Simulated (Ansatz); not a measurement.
Consider the following.

NbRh3:
```
NbRh3
1.0
    3.81987     0.00000     0.00000
    0.00000     3.81987     0.00000
    0.00000     0.00000     3.81987
Nb Rh
1 3
Cartesian
  0.00000   0.00000   0.00000
  0.00000   1.90993   1.90993
  1.90993   0.00000   1.90993
  1.90993   1.90993   0.00000
```

This is the LDA-relaxed structure.

Q: All from plane-wave PAW LDA (Ansatz code), unless another level is named. Estimate the formation energy from the elements (no fitted shifts).

A: -0.56 eV/atom.

Q: Predict the density of states at the Fermi level.

A: 0.50 states/eV per atom (mean over ±0.08 eV).

Space group Pm-3m (Cu3Au type). The first step of the workflow began from a Materials Project structure, measured or hypothetical; the Crystallography Open Database files this formula in space group No. 221, but the cells were not matched. Whether it is the stable phase at ambient conditions was not checked. The LDA relaxation kept the symmetry of its start; of distortions, only those at the zone centre were tested. The run is not spin-polarised. The references are the lowest solids computed at this level, not always the standard phases. Spin–orbit coupling is left out wherever it is not named.

Potentials: the later of the program's two PAW sets.
